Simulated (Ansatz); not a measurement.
AlAs (zinc blende)

```
CELL_PARAMETERS angstrom
      0.00000     2.86406     2.86406
      2.86406     0.00000     2.86406
      2.86406     2.86406     0.00000
ATOMIC_POSITIONS crystal
  As 0.75000 0.75000 0.75000
  Al 0.00000 0.00000 0.00000
```

The slice is a {110} plane (indices of the conventional cell) through the point (0.750, 0.750, 0.750) (fractional), spanned by u = [100] and v = [1 -1 -1] in vectors of this cell: u (4.05 Å) and v (5.73 Å, at 90° to u). It covers one period; positions are fractions (u, v).

The numbers are results of PBE (plane waves to 420 eV, PAW, scalar-relativistic; Ansatz, a quantum-chemistry and plane-wave program), not measurements. k mesh 10×10×10. Near the nuclei the fields are pseudised (PAW); where an atom keeps semicore shells as valence, they peak there. AlAs was relaxed with its symmetry unable to fall. The PAW data are Ansatz's earlier set.

Question: Around which element is the density of the highest valence band (whole band, smooth part) largest on this plane?

Answer: As. Mean over a disc round each atom, of radius 0.45 times the shortest bond: As 0.110, Al 0.035 e/Å³.

Question: What is the valence density on the shortest As–Al line in this plane (2.48 Å), at its midpoint?

Answer: 0.46 e/Å³.

Question: The ELF has a maximum in the middle third of the As–Al line. Where, and how high?

Answer: 0.92, 1.5 Å from As.

Question: Predict the map of the electrostatic potential energy of an electron, from the cell's mean on the slice.

Answer: 
```
|xxxxxxxxxx::==--::::--==::xxxxxxxx|
|xxxxxxxx  ..    xxxx    ..  xxxxxx|
|xxxxxx      xxxxxxxxxxxx      xxxx|
|xxxx  ..  xxxxxxxxxxxxxxxx  ..  xx|
|--====--  xxxxxxxxxxxxxxxx  --====|
|####**==  xxxxxxxxxxxxxxxx  ==**##|
|%%%%##==  xxxxxxxxxxxxxxxx  ==##%%|
|%%%%##++..xxxxxxxxxxxxxxxx..++##%%|
|@@%%%%**--  xxxxxxxxxxxx  --**%%%%|
|@@%%%%##++--    xxxx    --++##%%%%|
|@@@@%%%%##**==--::::--==**##%%%%@@|
|@@@@@@%%%%####********####%%%%@@@@|
|@@@@@@@@@@%%%%%%%%%%%%%%%%@@@@@@@@|
|@@@@@@@@@@@@@@@@@@@@@@@@@@@@@@@@@@|
|@@@@@@@@@@@@@@@@@@@@@@@@@@@@@@@@@@|
|%%%%@@@@@@@@@@@@@@@@@@@@@@@@@@@@%%|
|%%%%%%@@@@@@@@@@@@@@@@@@@@@@@@%%%%|
|######%%@@@@@@@@@@@@@@@@@@@@%%####|
|--==++**%%@@@@@@@@@@@@@@@@%%**++==|
|xxxx  --**%%@@@@@@@@@@@@%%**--  xx|
|xxxxxx  --**%%@@@@@@@@%%**--  xxxx|
|xxxxxxxx  ++##%%@@@@%%##++  xxxxxx|
|xxxxxxxxxx==**%%%%%%%%##==xxxxxxxx|
|xxxxxxxxxx--++********++--xxxxxxxx|
```
Scale: ten equal steps from -3.00 (start of ' ') to 5.44 (end of '@'), in the order ' .:-=+*#%@'. Values: electrostatic potential energy of an electron, from the cell's mean, in eV. The map has 17 points along u (two characters each, u = 0 at the left) and 24 along v (v = 0 in the bottom row). Points within 1 Å of a nucleus are blanked (x), as the pseudised field means little there. Values under -3 eV are set to -3. The zero, the cell's mean, hangs on the PAW cores.
